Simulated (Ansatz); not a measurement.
In PBE in the plane-wave PAW code Ansatz, CaZrN2 in the orthorhombic phase (Pna2_1; Ca on 4a, Zr on 4a, N on 4a, N on 4a) relaxes to a = 6.559 Å, b = 7.956 Å, c = 4.928 Å. Against the elements it lies at -1.41 eV/atom, with no fitted shifts.

The Kohn–Sham gap is 2.42 eV (smallest direct gap 2.43 eV). The electron mass is 0.80, 1.0, 1.0 mₑ (principal values). The hole mass is 0.50, 4.4, 6.9 mₑ (principal values).

The start of the workflow was typed in or built on a structure type; neither database checked (COD, Materials Project) lists it. Whether it is the stable phase at ambient conditions was not checked. The cell was relaxed with PBE under the symmetry of its start; whether a distortion lowers the energy is not shown. The run is not spin-polarised. The references are the lowest solids computed at this level, not always the standard phases (solids in place of the gases). Scalar-relativistic: spin–orbit coupling is off unless named, which matters more the heavier the elements.

Potentials: the earlier of the program's two PAW sets.
